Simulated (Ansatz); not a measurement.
Relaxed candidate structures of B6As:

A. I-42m (No. 121), tI14; a = b = 4.4798 Å, c = 6.0915 Å, α = β = γ = 90.00°; As 2a (0.000, 0.000, 0.000); B 8i (0.142, 0.142, 0.400); B 4c (0.000, 0.500, 0.000)

B. R-3m, hexagonal axes (No. 166), hR14; a = 6.1323 Å, b = 6.1323 Å, c = 11.8957 Å, α = 90.00°, β = 90.00°, γ = 120.00°; B 18h (0.207, 0.103, 0.118); B 18h (0.150, 0.301, 0.028); As 6c (0.000, 0.000, 0.400)

C. R-3m, hexagonal axes (No. 166), hR7; a = b = 5.108 Å, c = 10.315 Å, α = β = 90.00°, γ = 120.00°; B 18g (0.333, 0.333, 0.500); As 3a (0.000, 0.000, 0.000)

D. Pmm2 (No. 25), oP7; a = 2.827 Å, b = 4.676 Å, c = 5.493 Å, α = β = γ = 90.00°; As 1d (0.500, 0.500, 0.960); B 2g (0.000, 0.327, 0.473); B 1d (0.500, 0.500, 0.348); B 2h (0.500, 0.180, 0.703); B 1a (0.000, 0.000, 0.606)

Question: Order them by energy per atom (lowest first) at the level r2SCAN (plane waves to 500 eV, PAW, scalar-relativistic; Ansatz, a quantum-chemistry and plane-wave program).

Answer: B (reference, the lowest of the structures calculated here), D (+0.69 eV/atom), C (+1.04 eV/atom), A (+1.20 eV/atom)

Question: Give each candidate's band gap.

Answer: No gap: A, C, D. B: 2.88 eV (no spin-orbit coupling).

Each run could gain symmetry but not lose that of its start, so entries can be saddle points. From databases, or of a type measured for this composition: R-3m, hR14; the others are generated cells (placed on structure types, drawn at random, substituted or restacked) that were not matched to a known phase here. Energies are at zero temperature and pressure, without zero-point motion. The runs use different k-meshes, so differences are rounded accordingly. No spin polarisation in the result. Gaps of cells over 8 atoms come from the SCF mesh and high-symmetry points alone.
